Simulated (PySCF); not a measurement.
PySCF single point, HF/6-31G*, density fitting, COSMO implicit propylene carbonate (electrostatics alone), on phosphorus nitride, PN (SMILES N#P), charge 0, multiplicity 1.

```python
from pyscf import gto, scf, dft
mol = gto.M(atom='''
N      0.729000    -0.017100     0.008900
P     -0.729000     0.017100    -0.008900
''', basis='6-31G*', charge=0, spin=0, verbose=3)
mf = scf.RHF(mol)
mf = mf.density_fit()
mf = mf.PCM()
mf.with_solvent.method = 'COSMO'
mf.with_solvent.eps = 64
mf.max_cycle = 100
e = mf.kernel()
print('converged', mf.converged)
print('E_total', e)
print('nao', mol.nao)
print('HOMO', mf.mo_energy[mf.mo_occ > 0].max())
mf.dip_moment()
```

It prints:

```

WARN: PCM is an experimental feature. It is still in testing.
Features and APIs may be changed in the future.

converged SCF energy = -395.133533414024
converged True
E_total -395.13353341402444
nao 32
HOMO -0.44485644203726593
Dipole moment(X, Y, Z, Debye): -4.03041,  0.09456, -0.04921
```

The total energy is -10752.13 eV, -0.26 eV from the same level's vacuum run.
